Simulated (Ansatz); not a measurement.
## Ag: an elastic constant from a strain scan

Level of theory: Ansatz 0.2.0, DFT r2SCAN, scalar-relativistic, plane waves, PAW. Cutoff 500 eV, Γ-centred 24×24×14 k-points, Gaussian smearing of 0.15 eV. No spin polarisation. Energies are free energies at this smearing, counted from the undisturbed cell; pressure is positive in compression.

Reference structure (relaxed at this level; with this scan's settings it stands at -0.1 GPa; this form isn't the usual structure):

```
CELL_PARAMETERS angstrom
2.90370 0.00000 0.00000
-1.45185 2.51467 0.00000
0.00000 0.00000 4.74785
ATOMIC_POSITIONS crystal
Ag 0.33333 0.66667 0.25000
Ag 0.66667 0.33333 0.75000
```

The cell is strained by ε times the Voigt pattern (0, 0, 1, 0, 0, 0) (xx, yy, zz, yz, xz, xy; engineering shear) with fractional coordinates fixed. The cell holds 2 atoms in V0 = 34.67 Å³. The stress column is τ = (1/V0) dE/dε, got from the stress tensor σ (compression positive) at each point as −det(1 + εP) σ : P(1 + εP)⁻¹, with P the pattern as a tensor.

```
      ε  ΔE (meV/atom)  τ (GPa)
-0.0600         40.812  -13.339
-0.0450         22.340   -9.490
-0.0300          9.799   -6.028
-0.0150          2.560   -2.956
 0.0000          0.000   -0.258
 0.0150          1.538    2.100
 0.0300          6.646    4.148
 0.0450         14.848    5.917
 0.0525         19.973    6.705
 0.0600              ?        ?
```

Question: Which combination of elastic constants does this scan measure, and how large is it?

Answer: For small ε, τ = τ0 + Kε with K = pᵀCp, which for this pattern is C33 in the Cartesian frame shown. The parabola through τ at ε = -0.0150, 0 and 0.0150 has slope K = 169 GPa at zero. The energies per cell, E = NΔE, of the same two points give K = 2[E(ε₊)/ε₊ − E(ε₋)/ε₋]/[(ε₊ − ε₋)V0] = 168 GPa, in agreement.

Question: Predict the withheld row at ε = 0.0600 from the harmonic law, and compare.

Answer: ΔE = V0(τ0 ε + Kε²/2)/N = 31.145 meV/atom and τ = 9.85 GPa. The calculation gives 25.713 meV/atom and 7.43 GPa: the energy lies 17 % below the harmonic value, as bonds soften when stretched.

In a metal these slopes depend on the k mesh and the smearing.